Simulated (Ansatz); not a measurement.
An Ansatz (a program for electronic structure) input:

Ansatz 0.2 input:
```yaml
crystal:
  lattice:
    - [5.4133565123, 0.0, 0.0]
    - [-2.7066782561, 4.6881042594, 0.0]
    - [0.0, 0.0, 9.6338711432]
  atoms:
    - { symbol: Na, position: [0.3333333333, 0.6666666667, 0.9173868232] }
    - { symbol: Na, position: [0.6666666667, 0.3333333333, 0.0826131768] }
    - { symbol: Na, position: [0.6666666667, 0.3333333333, 0.4173868232] }
    - { symbol: Na, position: [0.3333333333, 0.6666666667, 0.5826131768] }
    - { symbol: Na, position: [0.0, 0.0, 0.25] }
    - { symbol: Na, position: [0.0, 0.0, 0.75] }
    - { symbol: Bi, position: [0.6666666667, 0.3333333333, 0.75] }
    - { symbol: Bi, position: [0.3333333333, 0.6666666667, 0.25] }
kpoints:
  mp_grid: { grid: [4, 4, 2] }
hamiltonian:
  xc: hse06
  pseudopotentials: { kind: paw }
scf:
  n_extra_bands: 8
  occupations: { method: gaussian, width: 0.02 }
output:
  eigenvalues: true
  eigenstates:
    e_range: [-9.0, 8.0]
    kpoints:
      - [0.0, 0.0, 0.0]  # GAMMA
      - [0.0, 0.0, 0.5]  # A
      - [0.3333333333, 0.3333333333, 0.0]  # K
      - [0.3333333333, 0.3333333333, 0.5]  # H
      - [0.5, 0.0, 0.0]  # M
      - [0.5, 0.0, 0.5]  # L
```

### Question
How many symmetry operations and irreducible k-points will the run report?

### Answer
24 operations, 8 of 32 k-points.

### Question
With a cutoff of 420 eV, how many plane waves at Γ?

### Answer
4791.

It took very roughly 5 core-minutes on shared server cores.

Space group P6_3/mmc. The workflow started from a Materials Project entry (that database holds measured and hypothetical structures alike); the Crystallography Open Database files this formula in space group No. 194, but the cells were not matched. Its standing as an ambient phase is unchecked. Symmetry was held in the PBEsol relaxation; whether a distortion lowers the energy is not shown. Scalar-relativistic: spin–orbit coupling is off unless named, which matters more the heavier the elements.

Potentials: the later of the program's two PAW sets.

Ansatz is a plane-wave DFT program.
